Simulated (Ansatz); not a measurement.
Task: Each is relaxed and computed with r²SCAN in the plane-wave PAW code Ansatz. Which is the only one with a gap?
A) CoMoP, Pnma (Co on 4c, Mo on 4c, P on 4c)
B) Nb4CoP, P4/mcc (P on 2c, Co on 2a, Nb on 8m)
C) LaCoSi, P4/nmm (La on 2c, Co on 2a, Si on 2c)
D) CoTeO4, P2_1/c (Co on 2c, Te on 2b, O on 4e, O on 4e)

Result: D, CoTeO4, P2_1/c (Co on 2c, Te on 2b, O on 4e, O on 4e). CoTeO4: gap 0.34 eV; CoMoP: metal; LaCoSi: metal; Nb4CoP: metal. Spin orders computed, not proven ground states: CoTeO4, P2_1/c (Co on 2c, Te on 2b, O on 4e, O on 4e) antiferromagnetic; LaCoSi, P4/nmm (La on 2c, Co on 2a, Si on 2c) ferromagnetic. Standing as an ambient phase not checked: CoTeO4, P2_1/c (Co on 2c, Te on 2b, O on 4e, O on 4e); CoMoP, Pnma (Co on 4c, Mo on 4c, P on 4c); LaCoSi, P4/nmm (La on 2c, Co on 2a, Si on 2c); Nb4CoP, P4/mcc (P on 2c, Co on 2a, Nb on 8m). Began spin-polarised and lost the moments: Nb4CoP, P4/mcc (P on 2c, Co on 2a, Nb on 8m). All cells were relaxed under the symmetry of their starts (and spin orders); stability against distortions was not tested throughout. Cells of antiferromagnets are given as chemical subcells. Rows with no word on spin ran without spin polarisation. No Hubbard U is applied. Scalar-relativistic: spin–orbit coupling is off unless named, which matters more the heavier the elements.

Potentials: the later of the program's two PAW sets.
